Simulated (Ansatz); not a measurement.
C₂PtS₂:
Space group C2/m (No. 12); a = 14.995 Å, b = 8.668 Å, c = 3.691 Å, α = γ = 90.00°, β = 99.03°

```tsv
atom	site	symmetry	x	y	z
C	8j	1	0.4537	0.3603	0.0107
C	4i	m	0.0939	0.0000	0.0149
S	8j	1	0.4026	0.1928	0.1379
S	4i	m	0.2108	0.0000	0.1430
Pt	2b	2/m	0.0000	0.5000	0.0000
Pt	4e	-1	0.2500	0.2500	0.0000
```
(The calculation used a cell of 15 atoms; values per cell refer to that cell.)

Relaxed with PBE+D3(BJ). DFT-PBE+D3(BJ) in the program Ansatz with PAW potentials gives a gap of 0.63 eV.

### Question
What gap does HSE06 give on the same cell (Ansatz, PAW)?

### Answer
1.37 eV, 0.74 eV more. The hybrid was solved on a coarser mesh and at special points; its gap is the smallest among all of these.

```tsv
k	v1 PBE+D3(BJ)	c1 PBE+D3(BJ)	v1 HSE06	c1 HSE06
Γ	-0.67	1.65	(withheld)	(withheld)
Y2	-0.25	1.21	-0.26	1.99
A	-0.34	1.63	(withheld)	(withheld)
M2	-0.32	0.90	(withheld)	(withheld)
V2	0.00	1.16	(withheld)	(withheld)
L2	-0.57	0.97	-0.64	1.77
C	-0.19	1.38	-0.17	2.22
D	-0.72	0.69	-0.93	1.44
```

### Question
Top valence (v1) and lowest conduction level (c1) in eV from each method's valence maximum (which need not be a listed point): supply the withheld HSE06 values.

### Answer

- A, v1 HSE06: -0.47
- A, c1 HSE06: 2.40
- Γ, v1 HSE06: -0.64
- Γ, c1 HSE06: 2.39
- M2, v1 HSE06: -0.38
- M2, c1 HSE06: 1.69
- V2, v1 HSE06: 0.00
- V2, c1 HSE06: 1.94

Cost on shared cores: the PBE+D3(BJ) run (SCF on a 4×4×8 mesh, then bands and DOS) around 7 core-minutes (rough), the HSE06 run (SCF on 2×2×5, then a few points) about 9 core-minutes (a rough figure); the tasks are unlike.

The cell is a constructed one: a structure type filled with these elements; neither database checked (COD, Materials Project) lists it. Whether it is the stable phase at ambient conditions was not checked. Symmetry was held in the PBE+D3(BJ) relaxation; its stability against distortions is not shown here. No spin polarisation was allowed. Scalar-relativistic: spin–orbit coupling is off unless named, which matters more the heavier the elements.

Potentials: the later of the program's two PAW sets.
